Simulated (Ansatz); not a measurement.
# Si3N4: checking a database structure before trusting its electric field gradients

The cell is an entry of the Crystallography Open Database (COD), atoms as given.

```xyz
14
Lattice="7.6322 0.0000 0.0000 -3.8161 6.6097 0.0000 0.0000 0.0000 2.9191" Properties=species:S:1:pos:R:3 pbc="T T T"
Si   -1.4318    5.0604    0.7298
Si    2.5339    1.2902    2.1893
Si    0.1496    2.8395    0.7298
Si    5.2479    1.5493    2.1893
Si    1.2822    5.3195    0.7298
Si    3.6665    3.7702    2.1893
N     0.0000    4.4065    0.7298
N     3.8161    2.2032    2.1893
N     2.4522    0.2393    0.7298
N     1.0189    2.2433    2.1893
N     6.1989    2.0041    0.7298
N     1.3639    6.3704    2.1893
N     2.7972    4.3664    0.7298
N    -2.3828    4.6056    2.1893
```

Sites (sets of like atoms) are named by element and the number of their first atom in this list.

Method: Kohn–Sham DFT in Ansatz, PBE, plane waves and PAW (field gradients read without the response of the frozen cores, which leaves them typically 4 to 6 % off), scalar-relativistic, 420 eV cutoff, Γ-centred 4×4×9 k-points, Fermi–Dirac smearing 0.02 eV.

Question: Do the atoms and the cell lie near the calculated equilibrium?

Answer: No. The largest force is 9.4 eV/Å, on atom 3 (Si: 4 N at 1.57–1.80 Å), and the pressure is 10.8 GPa, with principal stresses up to 20 GPa in size. Such values can come from a cell under pressure, imprecise or misplaced coordinates, missing atoms or a wrong setting of the space group; the run alone doesn't tell which, and gradients calculated on this entry can't be taken for those of the compound at ambient conditions.
